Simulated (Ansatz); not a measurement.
What DFT gives for Rb2PdO2

```
CELL_PARAMETERS angstrom
0.00000 4.22093 0.00000
4.22093 0.00000 0.00000
2.11046 2.11046 -6.65967
ATOMIC_POSITIONS crystal
Rb 0.34510 0.34510 0.30980
Rb 0.65490 0.65490 0.69020
O 0.12730 0.12730 0.74540
O 0.87270 0.87270 0.25460
Pd 0.00000 0.00000 0.00000
```

Level: PBEsol, spin-orbit coupling; 420 eV; 5×5×5 Γ-centred mesh; fermi-dirac occupations (width 0.1 eV); Ansatz 0.2.0, fixed geometry.

Magnetic state (reached from a saved solution, and it need not be the lowest): O3 along (0.71, 0.71, 0.00), O4 along (0.71, 0.71, 0.00), Pd5 along (0.71, 0.71, 0.00).

- Formation energy: -0.70 eV an atom against the elements' usual phases (free molecules for gases, crystals otherwise, with no correction for O₂ or N₂), so it is bound against them; other compounds may still compete. Relaxing would lower it.
- Stress: The pressure is 8.3 GPa (compression positive), so with the atoms held at these fractions the cell would first expand; the forces are large, so a full relaxation may end otherwise. The principal stresses -0.9, -0.9, 26.7 GPa differ, so its shape would change too.
- Electronic structure: The gap is 0.36 eV, indirect (the least direct gap found is 0.62 eV). A semilocal functional usually gives too small a gap.
- Forces: The largest is on O3 (and as large on other atoms): 6.27 eV/Å, components (0.00, 0.00, 6.27). It makes 180° with the line to a nearest neighbour, Pd5 at 1.70 Å, pointing away from it.
- Charges: Bader charges in e: Rb +0.81, Pd +0.40, O -1.00. In the mean Rb gives up most and O takes most.

Origin: a known structure type with other elements, at an estimated volume, so it need not be a known compound. Caveats: atoms or cell far from equilibrium; the mesh misses a band edge that the path finds; the SCF threshold is loose for a stress.
